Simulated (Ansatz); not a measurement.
CrSi₈Mo₃: rattling a relaxed structure

The cell was found from a structure generator's guess, not taken from experiment.

The calculation used DFT PBE, scalar-relativistic, plane waves, PAW in Ansatz 0.2.0. Cutoff 420 eV; k points 8×8×6 on the computed 12-atom cell (Γ-centred); Gaussian smearing, width 0.10 eV; no spin polarisation.

The cell below (12 atoms, space group P4/mmm (No. 123)) is relaxed within its symmetry.

```yaml
crystal:
  lattice:
    - [4.50967, 0.00000, 0.00000]
    - [0.00000, 4.50967, 0.00000]
    - [0.00000, 0.00000, 7.79690]
  atoms:
    - { symbol: Cr, position: [0.00000, 0.00000, 0.50000] }
    - { symbol: Si, position: [0.00000, 0.50000, 0.66155] }
    - { symbol: Si, position: [0.00000, 0.00000, 0.17030] }
    - { symbol: Si, position: [0.50000, 0.50000, 0.16578] }
    - { symbol: Si, position: [0.50000, 0.00000, 0.66155] }
    - { symbol: Si, position: [0.00000, 0.50000, 0.33845] }
    - { symbol: Si, position: [0.00000, 0.00000, 0.82970] }
    - { symbol: Si, position: [0.50000, 0.50000, 0.83422] }
    - { symbol: Si, position: [0.50000, 0.00000, 0.33845] }
    - { symbol: Mo, position: [0.00000, 0.50000, 0.00000] }
    - { symbol: Mo, position: [0.50000, 0.50000, 0.50000] }
    - { symbol: Mo, position: [0.50000, 0.00000, 0.00000] }
```

For the test it was strained at random (σ = 1.5 % a component), the atoms were moved at random (σ = 0.10 Å), and all was relaxed again on a coarse 6×6×4 mesh (in the run’s order of axes) with 0.20 eV smearing, with no symmetry imposed.

Trial moments died out on the coarse mesh, so the last step has no spin; another magnetic start might hold.

Q: Does it come back?

A: It returns, within 1 meV/atom of the unmoved cell on that mesh and with the same symmetry when read at 0.1 Å. No instability shows in this cell; modes of other wave vectors, which need another repeat, aren't tested.
